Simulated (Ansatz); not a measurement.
# Thickness series of a surface: bcc Nb (110)

All-electron LAPW in Ansatz 0.2.0 under PBE, scalar-relativistic, energies extrapolated to zero smearing, no spin–orbit coupling, no spin polarisation. The 1×1 slabs (area 7.75 Å²) are cut from the bulk relaxed on PAW files, and their atoms are relaxed; γ counts from the bulk energy, Δd12 is the change of the outer spacing. No reconstruction is allowed, and meshes differ a little between slabs.

```json
{"planes": "1", "γ (J/m²)": "?", "Φ (eV)": "4.60", "Δd12 (%)": "–"}
{"planes": "3", "γ (J/m²)": "2.120", "Φ (eV)": "4.56", "Δd12 (%)": "-2.9"}
{"planes": "7", "γ (J/m²)": "2.092", "Φ (eV)": "4.50", "Δd12 (%)": "?"}
```

Give the missing entry: row "1", column "γ (J/m²)".

2.647.

Give the missing entry: row "7", column "Δd12 (%)".

-4.4.

How far have the values settled with thickness?

Between 3 and 7 planes γ moves by -1.3 % and Φ by -0.06 eV. Thin films carry quantum-size oscillations, so two neighbours that agree don't prove convergence.
